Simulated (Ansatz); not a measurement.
This cell of SiC (wurtzite) is off equilibrium:

```
SiC
1.0
    3.11490     0.00000     0.00000
   -1.55745     2.69758     0.00000
    0.00000     0.00000     5.31616
Si C
2 2
Direct
  0.66667   0.33333   0.00051
  0.33333   0.66667   0.50051
  0.66667   0.33333   0.62469
  0.33333   0.66667   0.12469
```

The numbers are results of PBEsol (plane waves to 420 eV, PAW, scalar-relativistic; Ansatz, an electronic-structure program), not measurements. k mesh 12×12×7 (Γ-centred), Fermi-Dirac smearing 0.05 eV. E stands for the smeared free energy. Stress and pressure are positive under compression. As the atoms are clamped, bonds stretch with the cell, which overstates energies and stresses. SiC was relaxed with its symmetry unable to fall. The PAW data are Ansatz's earlier set.

Q: Give the stress tensor in GPa and the pressure.

A: 
```
   -8.6      0.0      0.0
    0.0     -8.6      0.0
    0.0      0.0    -25.5
```
The pressure, a third of the trace, is -14.2 GPa.

Q: It is the relaxed cell deformed to V/V₀ = 1.080, (c/a)/(c/a)₀ = 1.040, c along z, fractional positions held. What is its energy relative to the relaxed cell?

A: 55.8 meV/atom.

(A scan under strain: stresses follow from slopes of the energy per volume, elastic moduli from its curvatures.)
